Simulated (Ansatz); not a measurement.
With r²SCAN (plane waves, PAW; program Ansatz), Al₂W in the orthorhombic phase (Fddd; Al on 16f, W on 8b) relaxes to a = 4.928 Å, b = 8.288 Å, c = 8.901 Å. Its formation energy from the elements is -7.0 kJ/mol-atom, with no fitted shifts.

Electronic character: metallic (no gap).

Bader charges are Al +1.34, W -2.67 e.

The start of the workflow was typed in or built on a structure type; neither database checked (COD, Materials Project) lists it. Its standing as an ambient phase is unchecked. The cell was relaxed with r²SCAN under the symmetry of its start; its stability against distortions is not shown here. The run is not spin-polarised. Axis ratios of metals converge slowly with the k-mesh, so a and c are less sure than the volume. The references are the lowest solids computed at this level, not always the standard phases. Spin–orbit coupling is left out wherever it is not named.

Potentials: the earlier of the program's two PAW sets. The files were generated under PBE; for other functionals the program regenerates the frozen cores, and for LDA and PBEsol the local potential too.
